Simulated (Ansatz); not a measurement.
Property card for CdTe

CdTe:
```cif
data_Cd2Te2
_chemical_formula_sum 'Cd2 Te2'
_space_group_name_H-M_alt 'P63mc'
_space_group_IT_number 186
_space_group_name_Hall 'P 6c -2c'
_cell_length_a 4.63961
_cell_length_b 4.63961
_cell_length_c 7.59495
_cell_angle_alpha 90.000
_cell_angle_beta 90.000
_cell_angle_gamma 120.000
loop_
_atom_site_label
_atom_site_type_symbol
_atom_site_symmetry_multiplicity
_atom_site_Wyckoff_symbol
_atom_site_fract_x
_atom_site_fract_y
_atom_site_fract_z
_atom_site_occupancy
Cd1 Cd 2 b 0.66667 0.33333 0.99995 1
Te1 Te 2 b 0.33333 0.66667 0.12525 1
```

Space group P6_3mc (No. 186), wurtzite; conventional cell a = b = 4.6396 Å, c = 7.5950 Å, α = β = 90.00°, γ = 120.00°.

Method: the program Ansatz at the HSE06 level (PAW). The cell and atoms are relaxed at this level. Other levels are named where they apply.

Cell and energy:

| Property | Value |
|---|---|
| Volume per atom | 35.40 Å³ |
| Density | 5.63 g/cm³ |

Electronic structure:

| Item | Value |
|---|---|
| Band gap | 1.54 eV (direct) |
| Valence-band maximum | at Γ |
| Conduction-band minimum | at Γ |
| Gap with spin–orbit coupling | 1.24 eV (at the special points and the edges found without it) |

Mechanics:

| Property | Result |
|---|---|
| Bulk modulus (Birch–Murnaghan fit) | 39.4 GPa |
| Pressure derivative B′ | 4.6 |

Charges:

| Quantity | Value |
|---|---|
| Bader charges | Cd +0.64, Te -0.64 e |

The cell is a constructed one: a structure type filled with these elements; the Crystallography Open Database copy checked does not list it. It is not the phase usual at ambient conditions (space group No. 216). The HSE06 relaxation kept the symmetry of its start; its stability against distortions is not shown here. The hybrid was solved on a coarse mesh, the path and, where they were found, the r²SCAN edge points; its band edges are the extreme levels among these. Spin–orbit coupling is left out wherever it is not named.

Potentials: the later of the program's two PAW sets.
